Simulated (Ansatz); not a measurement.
ZnS:
```cif
data_S2Zn2
_chemical_formula_sum 'Zn2 S2'
_space_group_name_H-M_alt 'P 1'
_space_group_IT_number 1
_cell_length_a 3.73838
_cell_length_b 3.73838
_cell_length_c 6.14288
_cell_angle_alpha 90.000
_cell_angle_beta 90.000
_cell_angle_gamma 120.000
loop_
_space_group_symop_operation_xyz
  'x, y, z'
loop_
_atom_site_label
_atom_site_type_symbol
_atom_site_fract_x
_atom_site_fract_y
_atom_site_fract_z
_atom_site_occupancy
Zn1 Zn 0.66667 0.33333 0.99954 1
Zn2 Zn 0.33333 0.66667 0.49954 1
S1 S 0.66667 0.33333 0.62566 1
S2 S 0.33333 0.66667 0.12566 1
```

Relaxed with LDA.

Decompose the optical modes at the zone centre into irreducible representations, and say which are infrared and Raman allowed.

Point group 6mm: Γ_opt = A1 + 2B1 + E1 + 2E2. Infrared: A1, E1. Raman: A1, E1, E2.

Assign frequencies (DFPT, the program Ansatz at the LDA level (PAW); without the LO–TO term).

E2 71, B1 200, A1 289, E1 294, E2 299, B1 349 cm⁻¹.

Subscripts of B labels follow the axes of the standard setting.

Space group P6_3mc (wurtzite). The cell was relaxed with LDA under the symmetry of its start; phonons on a q-mesh show no instability.

Potentials: the later of the program's two PAW sets.
